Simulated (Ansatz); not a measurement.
Method: DFT PBE, scalar-relativistic, plane waves, PAW (Ansatz). All cells share a 420 eV cutoff and Γ-centred k meshes spaced at most about 0.3 Å⁻¹ (about 0.25 or finer for metals, 2π included). No spin polarisation in the final relaxations.

Temperature and zero-point effects are left out.

Two relaxed structures of ZrAl5N6:

A.

Space group P-3m1 (No. 164). a = 2.937 Å, b = 2.937 Å, c = 14.621 Å, α = 90.00°, β = 90.00°, γ = 120.00°
```tsv
atom	site	symmetry	x	y	z
Zr	1a	-3m.	0.0000	0.0000	0.0000
Al	2d	3m.	0.6667	0.3333	0.1790
Al	2d	3m.	0.3333	0.6667	0.3397
Al	1b	-3m.	0.0000	0.0000	0.5000
N	2d	3m.	0.6667	0.3333	0.8977
N	2c	3m.	0.0000	0.0000	0.2597
N	2d	3m.	0.6667	0.3333	0.4199
```

B.

Space group P4/mmm (No. 123). a = 2.991 Å, b = 2.991 Å, c = 12.531 Å, α = 90.00°, β = 90.00°, γ = 90.00°
```
atom  site  symmetry       x       y       z
  Zr    1a     4/mmm  0.0000  0.0000  0.0000
  Al    2g       4mm  0.0000  0.0000  0.6578
  Al    2h       4mm  0.5000  0.5000  0.8170
  Al    1d     4/mmm  0.5000  0.5000  0.5000
   N    2g       4mm  0.0000  0.0000  0.8154
   N    1c     4/mmm  0.5000  0.5000  0.0000
   N    2h       4mm  0.5000  0.5000  0.3418
   N    1b     4/mmm  0.0000  0.0000  0.5000
```

Problem. Which form is favoured at zero pressure, and by what margin per atom?

Solution. A is lower, by 75 meV/atom. A has Zr and Al ordered on rock salt sites, space group P-3m1 (No. 164), 9.1 Å³/atom and no gap on its mesh; B has Zr and Al ordered on rock salt sites, space group P4/mmm (No. 123), 9.3 Å³/atom and no gap. Counting N atoms around Al and Zr (those within 1.25 times the shortest such distance or 1.15 times the sum of covalent radii; a plus sign parts nearer from farther groups), A has Zr 6, Al 6 and B has Zr 4+2, Al 6. Both come from invented guesses.

Cells relaxed within their symmetry can be saddle points.
